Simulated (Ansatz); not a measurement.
The relaxed structure here is a generated cell of SnO2: the first start was made by placing the elements on the sites of a structure type, and the end was not matched to a known phase here, so it may be hypothetical. Known forms of SnO2 include space group No. 136.

A structure of SnO2 relaxed with PBEsol (plane waves to 420 eV, PAW, scalar-relativistic; Ansatz, a first-principles code); single points at other levels follow on the same geometry (Ansatz, PAW; PBEsol+SOC at 420 eV on a 9×10×6 k-mesh; spin-orbit coupling only where +SOC is written). Space group P2₁/m (No. 11).

```xyz
6
Lattice="3.7481 0.0000 0.0000 0.0000 3.4402 0.0000 -1.0614 0.0000 5.3572" Properties=species:S:1:pos:R:3 pbc="T T T"
Sn     2.2779     2.5801     3.9356
Sn     0.4089     0.8600     1.4217
O      0.8384     2.5801     0.4185
O      0.3887     2.5801     3.0261
O      1.8483     0.8600     4.9387
O      2.2981     0.8600     2.3312
```

```json
[
 {"level": "PBEsol", "gap (eV)": "0.99", "kind": "indirect", "conduction minimum": "Γ"},
 {"level": "PBEsol+SOC", "gap (eV)": "[?]", "kind": "[?]", "conduction minimum": "[?]"}
]
```

### Question
Complete the blanks.

### Answer

- PBEsol+SOC, gap (eV): 1.00
- PBEsol+SOC, kind: indirect
- PBEsol+SOC, conduction minimum: Γ

The shift from spin-orbit coupling is approximate. No spin polarisation in the result.

It was reached from a disturbed copy of a P4₂/mnm (No. 136) cell (rutile type), against which it lies +0.130 eV/atom.
